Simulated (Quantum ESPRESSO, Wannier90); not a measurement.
Wannierisation of AlRh (CsCl type)

Structure: Materials Project mp-364, symmetrised, not relaxed again. Not found in the COD (Crystallography Open Database) copy used; not checked further. Method: PBEsol plane waves in Quantum ESPRESSO 7.5 (PseudoDojo norm-conserving files, 71 Ry, no spin polarisation, no spin-orbit coupling), Bloch states on a 10×10×10 mesh through Γ, Wannier90 4.0.1. Density: 14×14×14 mesh, cold smearing 0.01 Ry.

On the energy scale of pw.x, whose zero is arbitrary, the Fermi level lies at 17.12 eV.

Input w.win:

```
num_bands = 1
num_wann = 1
exclude_bands = 2-26
num_iter = 1000
conv_tol = 1.0e-6
conv_window = 4
write_hr = true
write_u_matrices = true
auto_projections = true
begin unit_cell_cart
ang
    2.9773200000    0.0000000000    0.0000000000
    0.0000000000    2.9773200000    0.0000000000
    0.0000000000    0.0000000000    2.9773200000
end unit_cell_cart
begin atoms_frac
Al   0.0000000000  0.0000000000  0.0000000000
Rh   0.5000000000  0.5000000000  0.5000000000
end atoms_frac
mp_grid = 10 10 10
begin kpoints
0.0000000000 0.0000000000 0.0000000000
0.0000000000 0.0000000000 0.1000000000
0.0000000000 0.0000000000 0.2000000000
... (997 more lines: the 10x10x10 mesh through Gamma)
end kpoints
```

Input of pw2wannier90.x that gives the overlap and projection files (equivalent; here they were cut from one run over all bands):

```
&inputpp
  outdir = './out'
  prefix = 'pwscf'
  seedname = 'w'
  write_amn = .true.
  write_mmn = .true.
  atom_proj = .true.
  atom_proj_exclude = 1 2 3 4 6 7 8 9 10 11 12 13 14
/
```

Output w.wout (banner and timings cut):

```
                                    ------
                                    SYSTEM
                                    ------

                              Lattice Vectors (Ang)
                    a_1     2.977320   0.000000   0.000000
                    a_2     0.000000   2.977320   0.000000
                    a_3     0.000000   0.000000   2.977320

                   Unit Cell Volume:      26.39226  (Ang^3)

                        Reciprocal-Space Vectors (Ang^-1)
                    b_1     2.110349   0.000000   0.000000
                    b_2     0.000000   2.110349   0.000000
                    b_3     0.000000   0.000000   2.110349

 *----------------------------------------------------------------------------*
 |   Site       Fractional Coordinate          Cartesian Coordinate (Ang)     |
 +----------------------------------------------------------------------------+
 | al   1   0.00000   0.00000   0.00000   |    0.00000   0.00000   0.00000    |
 | rh   1   0.50000   0.50000   0.50000   |    1.48866   1.48866   1.48866    |
 *----------------------------------------------------------------------------*
                                ------------
                                K-POINT GRID
                                ------------

             Grid size = 10 x 10 x 10      Total points = 1000

 *---------------------------------- MAIN ------------------------------------*
 |  Number of Wannier Functions               :                 1             |
 |  Number of Objective Wannier Functions     :                 1             |
 |  Number of input Bloch states              :                 1             |
 |  Output verbosity (1=low, 5=high)          :                 1             |
 |  Timing Level (1=low, 5=high)              :                 1             |
 |  Optimisation (0=memory, 3=speed)          :                 3             |
 |  Length Unit                               :               Ang             |
 |  Post-processing setup (write *.nnkp)      :                 F             |
 |  Using Gamma-only branch of algorithms     :                 F             |
 *----------------------------------------------------------------------------*
 *------------------------------- WANNIERISE ---------------------------------*
 |  Total number of iterations                :              1000             |
 |  Number of CG steps before reset           :                 5             |
 |  Trial step length for line search         :             2.000             |
 |  Convergence tolerence                     :         0.100E-05             |
 |  Convergence window                        :                 4             |
 |  Iterations between writing output         :                 1             |
 |  Iterations between backing up to disk     :               100             |
 |  Write r^2_nm to file                      :                 F             |
 |  Write xyz WF centres to file              :                 F             |
 |  Write on-site energies <0n|H|0n> to file  :                 F             |
 |  Use guiding centre to control phases      :                 F             |
 |  Use phases for initial projections        :                 F             |
 *----------------------------------------------------------------------------*
 *-------------------------------- PLOTTING ----------------------------------*
 |  Plotting Hamiltonian in WF basis          :                 T             |
 *----------------------------------------------------------------------------*

       ... (k-mesh section left out)

 Starting a new Wannier90 calculation ...

 Reading overlaps from w.mmn

 Reading projections from w.amn

 *------------------------------- WANNIERISE ---------------------------------*
 +--------------------------------------------------------------------+<-- CONV
 | Iter  Delta Spread     RMS Gradient      Spread (Ang^2)            |<-- CONV
 +--------------------------------------------------------------------+<-- CONV

 ------------------------------------------------------------------------------
 Initial State
  WF centre and spread    1  (  1.488660,  1.488660,  1.488660 )     0.30470013
  Sum of centres and spreads (  1.488660,  1.488660,  1.488660 )     0.30470013

      0     0.305E+00     0.0000000000        0.3047001254  <-- CONV
        O_D=      0.0000000 O_OD=      0.0000000 O_TOT=      0.3047001 <-- SPRD
 ------------------------------------------------------------------------------
      1     0.000E+00     0.0000000000        0.3047001254  <-- CONV
        O_D=      0.0000000 O_OD=      0.0000000 O_TOT=      0.3047001 <-- SPRD
      2     0.000E+00     0.0000000000        0.3047001254  <-- CONV
        O_D=      0.0000000 O_OD=      0.0000000 O_TOT=      0.3047001 <-- SPRD
      3     0.000E+00     0.0000000000        0.3047001254  <-- CONV
        O_D=      0.0000000 O_OD=      0.0000000 O_TOT=      0.3047001 <-- SPRD
      4     0.000E+00     0.0000000000        0.3047001254  <-- CONV
        O_D=      0.0000000 O_OD=      0.0000000 O_TOT=      0.3047001 <-- SPRD
             <<<     Delta < 1.000E-06  over  4 iterations     >>>
             <<< Wannierisation convergence criteria satisfied >>>
 Final State
  WF centre and spread    1  (  1.488660,  1.488660,  1.488660 )     0.30470013
  Sum of centres and spreads (  1.488660,  1.488660,  1.488660 )     0.30470013

         Spreads (Ang^2)       Omega I      =     0.304700125
        ================       Omega D      =     0.000000000
                               Omega OD     =     0.000000000
    Final Spread (Ang^2)       Omega Total  =     0.304700125
```
